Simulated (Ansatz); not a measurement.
IrW:
```yaml
crystal:
  lattice:
    - [3.12155, 0.00000, 0.00000]
    - [0.00000, 3.12155, 0.00000]
    - [0.00000, 0.00000, 3.12155]
  atoms:
    - { symbol: Ir, position: [0.00000, 0.00000, 0.00000] }
    - { symbol: W, position: [0.50000, 0.50000, 0.50000] }
```

Relaxed with PBEsol.

Task: Decompose the optical modes at the zone centre into irreducible representations, and say which are infrared and Raman allowed.

Result: Point group m-3m: Γ_opt = T1u. Infrared: T1u. Raman: none.

Task: Assign frequencies (DFPT, PBEsol in the plane-wave PAW code Ansatz).

Result: T1u 52i cm⁻¹.

Space group Pm-3m (CsCl type). The start of the workflow was typed in or built on a structure type; neither database checked (COD, Materials Project) lists it. COD files the formula under space group No. 51. Whether it is the stable phase at ambient conditions was not checked. The PBEsol relaxation kept the symmetry of its start. At this level the phase is dynamically unstable (imaginary phonons). The run is not spin-polarised. Its formation energy is positive at this level, so the cell may be metastable or incomplete. As this level gives no gap, phonon frequencies hold no LO–TO term and depend on the k-mesh and smearing (Fermi–Dirac, 0.1 eV here). Scalar-relativistic: spin–orbit coupling is off unless named, which matters more the heavier the elements.

Potentials: the later of the program's two PAW sets.
